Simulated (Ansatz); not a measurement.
CaGaGeH (space group P3m1)

```xyz
4
Lattice="4.1018 0.0000 0.0000 -2.0509 3.5522 0.0000 0.0000 0.0000 4.6546" Properties=species:S:1:pos:R:3 pbc="T T T"
Ca     0.0000     2.3682     4.6406
Ga     0.0000     0.0000     2.6190
Ge     2.0509     1.1841     1.9716
H      0.0000     0.0000     4.3547
```

The slice is a (-1 1 0 2) plane (indices of the conventional cell) through the point (0.000, 0.000, 0.936) (fractional), spanned by u = [110] and v = [1 -1 1] in vectors of this cell: u (4.10 Å) and v (8.49 Å, at 90° to u). It covers one period; positions are fractions (u, v).

All values below come from PBEsol (plane waves to 420 eV, PAW, scalar-relativistic; Ansatz, a quantum-chemistry and plane-wave program). k mesh 9×9×7. Inside the PAW spheres the values are not all-electron values, and peaks at nuclei hang on which shells count as valence. CaGaGeH was relaxed with its symmetry unable to fall.

**Question.** Sketch the electrostatic potential energy of an electron, from the cell's mean on this plane as a map.

**Answer.** 
| v \ u | 0.00 | 0.14 | 0.29 | 0.43 | 0.57 | 0.71 | 0.86 |
|---|---|---|---|---|---|---|---|
| 0.93 | x | 4.8 | 1.6 | <-1.0 | <-1.0 | 1.6 | 4.8 |
| 0.86 | 6.1 | 5.4 | 1.9 | <-1.0 | <-1.0 | 1.9 | 5.4 |
| 0.79 | 6.8 | 6.6 | 5.2 | 2.8 | 2.8 | 5.2 | 6.6 |
| 0.71 | 1.0 | 4.0 | 6.3 | 5.7 | 5.7 | 6.3 | 4.0 |
| 0.64 | <-1.0 | <-1.0 | 3.6 | -0.5 | -0.5 | 3.6 | <-1.0 |
| 0.57 | <-1.0 | <-1.0 | <-1.0 | x | x | <-1.0 | <-1.0 |
| 0.50 | 2.6 | 4.2 | -0.5 | x | x | -0.5 | 4.2 |
| 0.43 | 6.1 | 6.4 | 5.1 | 0.7 | 0.7 | 5.1 | 6.4 |
| 0.36 | 3.1 | 4.4 | 6.0 | 6.0 | 6.0 | 6.0 | 4.4 |
| 0.29 | <-1.0 | 1.1 | 4.7 | 4.8 | 4.8 | 4.7 | 1.1 |
| 0.21 | <-1.0 | 1.5 | 5.2 | 5.8 | 5.8 | 5.2 | 1.5 |
| 0.14 | 3.8 | 5.1 | 6.9 | 7.6 | 7.6 | 6.9 | 5.1 |
| 0.07 | x | 6.2 | 7.0 | 6.6 | 6.6 | 7.0 | 6.2 |
| 0.00 | x | x | 4.7 | 1.6 | 1.6 | 4.7 | x |

Values: electrostatic potential energy of an electron, from the cell's mean, in eV. Points within 0.7 Å of a nucleus are blanked (x), as the pseudised field means little there. Values under -1 eV are set to -1. The zero, the cell's mean, hangs on the PAW cores.
